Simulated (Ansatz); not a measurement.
Run on Si2W (MoSi2 type): DFT, PBEsol, all-electron LAPW, scalar-relativistic (Ansatz 0.2.0).

The cell comes from a relaxation on PAW files under the same functional, begun from a prototype that needn't be the stable phase.

Command: `ansatz run input.yaml --threads 1 --pin off --max-ram 3072MiB --backend cpu --events-out ev --progress --plain --runs-dir out` It took 3.9 min on 1 thread of Intel(R) Xeon(R) Processor @ 2.50GHz (Skylake/Cascade Lake), with other jobs on the host, peak memory 1.1 GiB.

```yaml
crystal:
  lattice:
    - [-1.6012574347, 1.6012574347, 3.9079813105]
    - [1.6012574347, -1.6012574347, 3.9079813105]
    - [1.6012574347, 1.6012574347, -3.9079813105]
  atoms:
    - { symbol: W, position: [0.0, 0.0, 0.0] }
    - { symbol: Si, position: [0.3345115677, 0.3345115677, 0.0] }
    - { symbol: Si, position: [-0.3345115677, -0.3345115677, 0.0] }
kpoints:
  mp_grid: { grid: [15, 15, 15] }
  band_path:
    path:
      - [0.0, 0.0, 0.0]
      - [0.0, 0.0, 0.5]
      - [0.25, 0.25, 0.25]
      - [0.0, 0.5, 0.0]
      - [0.0, 0.0, 0.0]
      - [0.5, 0.5, -0.5]
      - [0.2919717784, 0.7080282216, -0.2919717784]
      - [-0.2919717784, 0.2919717784, 0.2919717784]
      - [0.0, 0.0, 0.0]
    npoints: 14
scf:
  occupations: { method: fermi_dirac, width: 0.05 }
hamiltonian:
  xc: pbesol
  pseudopotentials: { kind: all_electron, lapw: { basis_error: 0.001 } }
output:
  forces: true
  stress: true
  eigenvalues: true
  populations: true
  dos: { projected: true, de: 0.2, e_range: [-14, 8] }
```

Output:

```
W: projections on atomic orbitals take those of the free atom 1s2 2s2 2p6 3s2 3p6 3d10 4s2 4p6 4d10 4f14 5s2 5p6 5d4 6s2, of charge +0.00 (hamiltonian.pseudopotentials.projection_atoms)
Si: projections on atomic orbitals take those of the free atom 1s2 2s2 2p6 3s2 3p2, of charge +0.00 (hamiltonian.pseudopotentials.projection_atoms)
LAPW: plane waves up to 7.946 Å⁻¹, error target 1.0e-3 eV per atom; small_component_spin mean_spin; Si in spheres of 1.141 Å, 12 of its electrons in bands, Dirac shells []; W in spheres of 1.467 Å, 38 of its electrons in bands, Dirac shells [] (how accurate: hamiltonian.pseudopotentials.lapw.basis_error, Limitations)
Engine: ansatz 0.2.0
Pseudopotentials: kind: all_electron
Pseudopotential: W, LAPW, valence charge 38, lapw/all_electron/scalar/gaussian/W, Koelling and Harmon's equation, gaussian nucleus
Pseudopotential: Si, LAPW, valence charge 12, lapw/all_electron/scalar/gaussian/Si, Koelling and Harmon's equation, gaussian nucleus
Functional definition: PBEsol
  exchange = pbesol_x
  correlation = pbesol_c
Crystal: 3 atoms, lattice volume = 40.081 Å³
Basis set: ecut = 240.5783554661935 eV, 329 PW (Γ), FFT grids on a1+a3, a2+a3, a3, exchange–correlation at level 2
Bands: 38, of which v1, the nominal top of the filled ones, is band 31 counted from 1 (30 counted from 0)
Symmetry: 16 space group operations
Space group: I4/mmm (ITA 139), of the structure as read, at distance tolerance 3.4e-5 Å
k-points: 288 of 3375
Non-local potential: W, projectors of the file, none
Non-local potential: Si, projectors of the file, none
Initial density: superposition of atomic densities (chi_scale 0.1, normalization cell, long waves kept (reshape's long-wave potential 0.00 eV rms))
Initial wavefunctions: plane waves of lowest kinetic energy (no species holds an atomic orbital)
Functional: x = pbesol(κ = 0.804, μ = 0.12345679012345678), c = pbesol(β = 0.046)
iter 1 solved again at ethr=3.27e-4 eV; its pass at ethr=1.00e-1 eV (dr2=2.03e-1 eV) is discarded
SCF iter   1: F=—  HF=-454831.459425 eV  |F-HF|=—  |Δ(HF+E_count)|=         —  Δρ=2.66e-2  dr2=2.03e-1  ethr=3.27e-4  ⟨swp⟩=2.7  Hψ=71413  notcnv=0
preconditioner: auto → Kerker (q_TF=auto, 2.934 Å⁻¹)  [metal: Δε(μ)=0.027 eV  Ē_g=20.866 eV  σ=0.050 eV  W_gap=0.13  n_scr=14 (ndim 8)  ℏωp=31.0 eV  f_vac=0.000  D(μ)=0.25/eV (n_scr^D=0)]
SCF iter   2: F=—  HF=-454831.337627 eV  |F-HF|=—  |Δ(HF+E_count)|=   1.22e-1  Δρ=2.03e-2  dr2=2.45e-1  ethr=3.27e-4  ⟨swp⟩=2.0  Hψ=32670  notcnv=0
SCF iter   3: F=—  HF=-454831.277152 eV  |F-HF|=—  |Δ(HF+E_count)|=   6.05e-2  Δρ=1.05e-2  dr2=4.50e-2  ethr=3.27e-4  ⟨swp⟩=2.0  Hψ=32322  notcnv=0
SCF iter   4: F=—  HF=-454831.257292 eV  |F-HF|=—  |Δ(HF+E_count)|=   1.99e-2  Δρ=4.20e-3  dr2=1.12e-2  ethr=7.26e-5  ⟨swp⟩=2.0  Hψ=30809  notcnv=0
iter 5 solved again at ethr=1.15e-6 eV; its pass at ethr=1.81e-5 eV (dr2=7.12e-4 eV) is discarded
SCF iter   5: F=—  HF=-454831.256991 eV  |F-HF|=—  |Δ(HF+E_count)|=         —  Δρ=9.40e-4  dr2=7.11e-4  ethr=1.15e-6  ⟨swp⟩=2.0  Hψ=53044  notcnv=0
the basis was enlarged: its passes take 481.4 KiB over the memory plan, 1 of 1 planned eigensolver slots
SCF iter   6: F=—  HF=-454831.255124 eV  |F-HF|=—  |Δ(HF+E_count)|=   1.87e-3  Δρ=4.06e-4  dr2=6.84e-5  ethr=1.15e-6  ⟨swp⟩=2.0  Hψ=30752  notcnv=0
SCF iter   7: F=—  HF=-454831.255110 eV  |F-HF|=—  |Δ(HF+E_count)|=   1.36e-5  Δρ=1.94e-4  dr2=2.37e-5  ethr=1.10e-7  ⟨swp⟩=2.0  Hψ=30743  notcnv=0
SCF iter   8: F=—  HF=-454831.255106 eV  |F-HF|=—  |Δ(HF+E_count)|=   3.74e-6  Δρ=4.02e-5  dr2=7.96e-7  ethr=3.83e-8  ⟨swp⟩=2.0  Hψ=30744  notcnv=0
SCF iter   9: F=-454831.255106 eV  HF=-454831.255106 eV  |F-HF|=2.35e-8  |Δ(HF+E_count)|=   6.60e-8  Δρ=1.26e-5  dr2=6.31e-8  ethr=1.28e-9  ⟨swp⟩=2.0  Hψ=30755  notcnv=0
SCF 1 converged in 9 iterations: F = -454831.255106 eV  dr2 = 6.31e-8
NSCF: frozen V_eff on 113 k-points
SCF converged after 9 iterations
Free energy (F): -454831.255106 eV
Harris-Foulkes:  -454831.255106 eV  (|F-HF|=2.35e-8)
Internal energy: -454831.252933 eV  (E = F + TS)
E sigma→0 (E₀):  -454831.254020 eV
Entropy (-TS):   -0.002173 eV (-0.724 meV/atom)
Fermi energy:    20.623269 eV
--- Per-component energies (eV) ---
  E_band       = -3509.526705
  E_kinetic    = 507492.722628
  E_xc         = -9815.852184
  E_electrostatic = -952508.123377  (all electrons and nuclei)
  E_smearing   = -0.002173  (= −TS)
  E_closure    = 0.000000  (closes the sum)
  E_atoms      = -454806.133930  (free atoms, spherical and without spin; not in F)
  Σ components = -454831.255106   (vs F -454831.255106, Δ=0.00e0)
  Basis errors (estimates in eV, not in F): energy 3.3e-4 per atom: plane waves 2.8e-4 (1.5e-4 summed), levels above the bands 5.5e-73, relativity 2.2e-8, radial functions 4.6e-5, core shells 3.2e-7; eigenvalues (radial functions only) 1.7e-6; not estimated: angular momenta, meshes, grids; target (lapw.basis_error) 1.0e-3; muffin-tin radii Si 1.141 Å, W 1.467 Å
--- Forces (eV/Å), atoms counted from 1 ---
  atom   1  W     -0.00000000     0.00000000    -0.00000000
  atom   2  Si     0.00000000     0.00000000     0.00276863
  atom   3  Si    -0.00000000    -0.00000000    -0.00276863
  max |Σ_I F_I| component: 1.58e-30 eV/Å
--- Stress (GPa, compression-positive) ---
       -0.024655       0.000000       0.000000
        0.000000      -0.024655      -0.000000
        0.000000      -0.000000      -0.065176
  P = ⅓ Tr σ = -0.0382 GPa (-0.382 kbar)
--- Band table (eV; the first three rows and the last of 288) ---
  k-point 0: bands = ["-212.0437", "-212.0060", "-212.0053", "-211.9847", "-211.9847", "-113.4943", "-113.4924", "-69.7823", "-69.7823", "-69.7776", "-69.7776", "-69.7724", "-69.7647", "-53.1189", "-17.4319", "-17.3940", "-17.3940", "-7.4019", "-7.4019", "-7.3688", "-7.3659", "-7.3517", "-7.3517", "-7.3411", "6.4851", "13.7111", "16.8987", "17.2312", "17.7641", "17.7641", "21.2541", "23.4473", "23.5082", "23.7632", "23.7632", "25.2706", "26.3709", "26.3709"]
  k-point 1: bands = ["-212.0437", "-212.0060", "-212.0053", "-211.9847", "-211.9847", "-113.4943", "-113.4924", "-69.7823", "-69.7821", "-69.7780", "-69.7776", "-69.7722", "-69.7647", "-53.1182", "-17.4300", "-17.4037", "-17.4025", "-7.4020", "-7.4020", "-7.3686", "-7.3657", "-7.3518", "-7.3518", "-7.3412", "6.6310", "13.8445", "16.4229", "17.2665", "17.3902", "18.2613", "20.5407", "23.2406", "23.8700", "23.8987", "23.9467", "25.2603", "26.5004", "26.7948"]
  k-point 2: bands = ["-212.0437", "-212.0060", "-212.0053", "-211.9847", "-211.9847", "-113.4942", "-113.4925", "-69.7824", "-69.7815", "-69.7789", "-69.7776", "-69.7719", "-69.7648", "-53.1162", "-17.4305", "-17.4264", "-17.4247", "-7.4024", "-7.4022", "-7.3678", "-7.3652", "-7.3522", "-7.3520", "-7.3416", "7.0589", "14.2099", "15.8086", "16.5645", "17.3795", "18.8092", "19.1345", "23.0669", "24.1326", "24.1801", "24.6766", "25.0451", "27.1828", "27.6124"]
  k-point 287: bands = ["-212.0437", "-212.0060", "-212.0053", "-211.9847", "-211.9847", "-113.4939", "-113.4929", "-69.7826", "-69.7826", "-69.7774", "-69.7773", "-69.7694", "-69.7676", "-53.1183", "-17.4488", "-17.4053", "-17.3943", "-7.4022", "-7.4017", "-7.3685", "-7.3655", "-7.3521", "-7.3520", "-7.3413", "8.8181", "9.6364", "16.6090", "17.8109", "19.6574", "19.9362", "19.9783", "20.1359", "21.5624", "25.2891", "25.7927", "26.6756", "27.8332", "29.5352"]
--- Löwdin populations: 3 sites ---
  site symbol       q [e]
     0      W     73.9427
     1     Si     13.9156
     2     Si     13.9156
  spilling = 0.002216 (of n_electrons = 102.000000)
```

populations.tsv:

```
# site	symbol	l	j	q
# orbitals = lowdin
# n_electrons = 102.000000
# spilling = 0.002216
# projection_atom_W: 1s2 2s2 2p6 3s2 3p6 3d10 4s2 4p6 4d10 4f14 5s2 5p6 5d4 6s2
# projection_atom_Si: 1s2 2s2 2p6 3s2 3p2
0	W	0_1S	-	1.999999
0	W	0_2S	-	1.999970
0	W	0_3S	-	1.999629
0	W	0_4S	-	1.996197
0	W	0_5S	-	1.943851
0	W	0_6S	-	0.529249
0	W	1_2P	-	6.000000
0	W	1_3P	-	5.999998
0	W	1_4P	-	5.999892
0	W	1_5P	-	5.987070
0	W	2_3D	-	9.999999
0	W	2_4D	-	9.999936
0	W	2_5D	-	5.487855
0	W	3_4F	-	13.999100
1	Si	0_1S	-	1.999842
1	Si	0_2S	-	1.987705
1	Si	0_3S	-	1.173369
1	Si	1_2P	-	5.996637
1	Si	1_3P	-	2.758050
2	Si	0_1S	-	1.999842
2	Si	0_2S	-	1.987705
2	Si	0_3S	-	1.173369
2	Si	1_2P	-	5.996637
2	Si	1_3P	-	2.758050
```

Next run (volume at 0.94 of the series' base cell), as changes to the input before:

```diff
   lattice:
-    - [-1.6012574347, 1.6012574347, 3.9079813105]
-    - [1.6012574347, -1.6012574347, 3.9079813105]
-    - [1.6012574347, 1.6012574347, -3.9079813105]
+    - [-1.5660755306, 1.5660755306, 3.8404069083]
+    - [1.5660755306, -1.5660755306, 3.8404069083]
+    - [1.5660755306, 1.5660755306, -3.8404069083]
   atoms:
-    - { symbol: Si, position: [0.3345115677, 0.3345115677, 0.0] }
-    - { symbol: Si, position: [-0.3345115677, -0.3345115677, 0.0] }
+    - { symbol: Si, position: [0.3335391709, 0.3335391709, 0.0] }
+    - { symbol: Si, position: [-0.3335391709, -0.3335391709, 0.0] }
 kpoints:
   mp_grid: { grid: [15, 15, 15] }
-  band_path:
-    path:
-      - [0.0, 0.0, 0.0]
-      - [0.0, 0.0, 0.5]
-      - [0.25, 0.25, 0.25]
-      - [0.0, 0.5, 0.0]
-      - [0.0, 0.0, 0.0]
-      - [0.5, 0.5, -0.5]
-      - [0.2919717784, 0.7080282216, -0.2919717784]
-      - [-0.2919717784, 0.2919717784, 0.2919717784]
-      - [0.0, 0.0, 0.0]
-    npoints: 14
 scf:
   populations: true
-  dos: { projected: true, de: 0.2, e_range: [-14, 8] }
```

Command: `ansatz run input.yaml --threads 1 --pin off --max-ram 3072MiB --backend cpu --events-out ev --progress --plain --runs-dir out` It took 4.4 min on 1 thread of Intel(R) Xeon(R) Processor @ 2.50GHz (Skylake/Cascade Lake), with other jobs on the host, peak memory 1.1 GiB.

Results part of the output:

```
SCF 1 converged in 9 iterations: F = -454831.140005 eV  dr2 = 5.20e-8
SCF converged after 9 iterations
Free energy (F): -454831.140005 eV
Harris-Foulkes:  -454831.140005 eV  (|F-HF|=2.19e-8)
Internal energy: -454831.137824 eV  (E = F + TS)
E sigma→0 (E₀):  -454831.138914 eV
Entropy (-TS):   -0.002181 eV (-0.727 meV/atom)
Fermi energy:    22.102894 eV
--- Per-component energies (eV) ---
  E_band       = -3415.998747
  E_kinetic    = 507504.145102
  E_xc         = -9818.658420
  E_electrostatic = -952516.624506  (all electrons and nuclei)
  E_smearing   = -0.002181  (= −TS)
  E_closure    = 0.000000  (closes the sum)
  E_atoms      = -454806.133930  (free atoms, spherical and without spin; not in F)
  Σ components = -454831.140005   (vs F -454831.140005, Δ=0.00e0)
  Basis errors (estimates in eV, not in F): energy 3.2e-4 per atom: plane waves 2.8e-4 (1.5e-4 summed), levels above the bands 4.6e-75, relativity 2.5e-8, radial functions 4.2e-5, core shells 6.0e-7; eigenvalues (radial functions only) 1.8e-6; not estimated: angular momenta, meshes, grids; target (lapw.basis_error) 1.0e-3; muffin-tin radii Si 1.121 Å, W 1.436 Å
--- Forces (eV/Å), atoms counted from 1 ---
  atom   1  W      0.00000000     0.00000000     0.00000000
  atom   2  Si     0.00000000     0.00000000     0.00437507
  atom   3  Si    -0.00000000     0.00000000    -0.00437507
  max |Σ_I F_I| component: 8.67e-18 eV/Å
--- Stress (GPa, compression-positive) ---
       16.259573       0.000000       0.000000
        0.000000      16.259573       0.000000
        0.000000       0.000000      16.205930
  P = ⅓ Tr σ = 16.2417 GPa (162.417 kbar)
--- Band table (eV; the first three rows and the last of 288) ---
  k-point 0: bands = ["-210.4122", "-210.3760", "-210.3753", "-210.3557", "-210.3557", "-111.9457", "-111.9429", "-68.2311", "-68.2311", "-68.2246", "-68.2246", "-68.2206", "-68.2110", "-51.5356", "-15.9178", "-15.8307", "-15.8307", "-5.7771", "-5.7771", "-5.7474", "-5.7459", "-5.7300", "-5.7300", "-5.7199", "7.4105", "14.7719", "18.3783", "18.3949", "19.0520", "19.0520", "22.8224", "24.7133", "25.3199", "25.5068", "25.5068", "27.0653", "28.2077", "28.2077"]
  k-point 1: bands = ["-210.4122", "-210.3760", "-210.3753", "-210.3557", "-210.3557", "-111.9456", "-111.9429", "-68.2312", "-68.2309", "-68.2252", "-68.2246", "-68.2203", "-68.2111", "-51.5346", "-15.9153", "-15.8433", "-15.8416", "-5.7773", "-5.7772", "-5.7471", "-5.7456", "-5.7302", "-5.7301", "-5.7201", "7.5653", "14.9161", "17.8159", "18.4436", "18.6360", "19.6283", "22.0639", "25.1098", "25.2294", "25.6206", "25.6796", "27.0498", "28.3021", "28.6580"]
  k-point 2: bands = ["-210.4122", "-210.3760", "-210.3753", "-210.3557", "-210.3557", "-111.9455", "-111.9430", "-68.2314", "-68.2301", "-68.2265", "-68.2246", "-68.2197", "-68.2111", "-51.5319", "-15.9083", "-15.8782", "-15.8725", "-5.7778", "-5.7775", "-5.7460", "-5.7449", "-5.7307", "-5.7304", "-5.7206", "8.0189", "15.3119", "17.1544", "17.7366", "18.5939", "20.2013", "20.5758", "24.9495", "25.9039", "26.0090", "26.1647", "26.7971", "28.8561", "29.5202"]
  k-point 287: bands = ["-210.4122", "-210.3760", "-210.3753", "-210.3557", "-210.3557", "-111.9451", "-111.9435", "-68.2316", "-68.2315", "-68.2243", "-68.2242", "-68.2166", "-68.2150", "-51.5348", "-15.9413", "-15.8453", "-15.8311", "-5.7776", "-5.7769", "-5.7470", "-5.7453", "-5.7306", "-5.7304", "-5.7202", "9.8486", "10.7434", "17.7364", "19.0709", "21.1375", "21.3860", "21.3959", "21.5596", "23.1423", "26.9292", "27.9499", "28.2166", "29.5926", "31.2077"]
--- Löwdin populations: 3 sites ---
  site symbol       q [e]
     0      W     74.0027
     1     Si     13.8835
     2     Si     13.8835
  spilling = 0.002259 (of n_electrons = 102.000000)
```

Next run (volume at 0.88 of the series' base cell), as changes to the input before:

```diff
   lattice:
-    - [-1.5660755306, 1.5660755306, 3.8404069083]
-    - [1.5660755306, -1.5660755306, 3.8404069083]
-    - [1.5660755306, 1.5660755306, -3.8404069083]
+    - [-1.5291697356, 1.5291697356, 3.7709092459]
+    - [1.5291697356, -1.5291697356, 3.7709092459]
+    - [1.5291697356, 1.5291697356, -3.7709092459]
   atoms:
-    - { symbol: Si, position: [0.3335391709, 0.3335391709, 0.0] }
-    - { symbol: Si, position: [-0.3335391709, -0.3335391709, 0.0] }
+    - { symbol: Si, position: [0.3326049214, 0.3326049214, 0.0] }
+    - { symbol: Si, position: [-0.3326049214, -0.3326049214, 0.0] }
 kpoints:
```

Command: `ansatz run input.yaml --threads 1 --pin off --max-ram 3072MiB --backend cpu --events-out ev --progress --plain --runs-dir out` It took 4.3 min on 1 thread of Intel(R) Xeon(R) Processor @ 2.50GHz (Skylake/Cascade Lake) (shared host), peak memory 1.2 GiB.

Results part of the output:

```
SCF 1 converged in 9 iterations: F = -454830.736907 eV  dr2 = 4.25e-8
SCF converged after 9 iterations
Free energy (F): -454830.736907 eV
Harris-Foulkes:  -454830.736907 eV  (|F-HF|=2.06e-8)
Internal energy: -454830.734926 eV  (E = F + TS)
E sigma→0 (E₀):  -454830.735916 eV
Entropy (-TS):   -0.001981 eV (-0.660 meV/atom)
Fermi energy:    23.763626 eV
--- Per-component energies (eV) ---
  E_band       = -3311.276946
  E_kinetic    = 507517.886339
  E_xc         = -9821.833874
  E_electrostatic = -952526.787391  (all electrons and nuclei)
  E_smearing   = -0.001981  (= −TS)
  E_closure    = 0.000000  (closes the sum)
  E_atoms      = -454806.133930  (free atoms, spherical and without spin; not in F)
  Σ components = -454830.736907   (vs F -454830.736907, Δ=0.00e0)
  Basis errors (estimates in eV, not in F): energy 3.2e-4 per atom: plane waves 2.7e-4 (1.4e-4 summed), levels above the bands 2.3e-76, relativity 2.3e-8, radial functions 4.4e-5, core shells 1.2e-6; eigenvalues (radial functions only) 2.0e-6; not estimated: angular momenta, meshes, grids; target (lapw.basis_error) 1.0e-3; muffin-tin radii Si 1.100 Å, W 1.405 Å
--- Forces (eV/Å), atoms counted from 1 ---
  atom   1  W     -0.00000000     0.00000000    -0.00000000
  atom   2  Si     0.00000000     0.00000000     0.00654192
  atom   3  Si     0.00000000     0.00000000    -0.00654192
  max |Σ_I F_I| component: 3.47e-18 eV/Å
--- Stress (GPa, compression-positive) ---
       38.684632       0.000000       0.000000
        0.000000      38.684632       0.000000
        0.000000       0.000000      38.599160
  P = ⅓ Tr σ = 38.6561 GPa (386.561 kbar)
--- Band table (eV; the first three rows and the last of 288) ---
  k-point 0: bands = ["-208.5868", "-208.5531", "-208.5507", "-208.5332", "-208.5332", "-110.2121", "-110.2080", "-66.4946", "-66.4946", "-66.4853", "-66.4853", "-66.4837", "-66.4714", "-49.7707", "-14.2370", "-14.0860", "-14.0860", "-3.9602", "-3.9602", "-3.9346", "-3.9345", "-3.9163", "-3.9163", "-3.9070", "8.4661", "15.9652", "19.6893", "20.0359", "20.5085", "20.5085", "24.5855", "26.0667", "27.4514", "27.4739", "27.4739", "29.0726", "30.2662", "30.2662"]
  k-point 1: bands = ["-208.5868", "-208.5531", "-208.5507", "-208.5332", "-208.5332", "-110.2120", "-110.2081", "-66.4947", "-66.4942", "-66.4865", "-66.4853", "-66.4829", "-66.4715", "-49.7693", "-14.2336", "-14.1028", "-14.1003", "-3.9604", "-3.9603", "-3.9342", "-3.9340", "-3.9166", "-3.9165", "-3.9072", "8.6312", "16.1222", "19.3650", "19.7543", "20.0422", "21.1857", "23.7764", "26.6635", "27.2337", "27.5949", "27.6840", "29.0492", "30.3290", "30.7494"]
  k-point 2: bands = ["-208.5868", "-208.5531", "-208.5507", "-208.5332", "-208.5332", "-110.2118", "-110.2083", "-66.4949", "-66.4932", "-66.4886", "-66.4853", "-66.4819", "-66.4715", "-49.7654", "-14.2242", "-14.1489", "-14.1406", "-3.9610", "-3.9607", "-3.9333", "-3.9326", "-3.9173", "-3.9169", "-3.9079", "9.1141", "16.5543", "18.6531", "19.0583", "19.9509", "21.7872", "22.1942", "27.0835", "27.8039", "27.8999", "28.0601", "28.7514", "30.7612", "31.6658"]
  k-point 287: bands = ["-208.5868", "-208.5531", "-208.5507", "-208.5332", "-208.5332", "-110.2113", "-110.2088", "-66.4951", "-66.4950", "-66.4851", "-66.4849", "-66.4781", "-66.4769", "-49.7695", "-14.2702", "-14.1053", "-14.0866", "-3.9608", "-3.9599", "-3.9341", "-3.9337", "-3.9172", "-3.9169", "-3.9073", "11.0298", "11.9961", "18.9921", "20.4762", "22.8181", "22.9606", "23.0518", "23.1529", "24.9182", "28.7617", "29.7446", "30.5726", "31.5601", "33.0893"]
--- Löwdin populations: 3 sites ---
  site symbol       q [e]
     0      W     74.0696
     1     Si     13.8476
     2     Si     13.8476
  spilling = 0.002305 (of n_electrons = 102.000000)
```

Spin–orbit coupling is left out, which matters for the heavy atoms. The structure type is held throughout; the real material can change phase at far lower pressure.
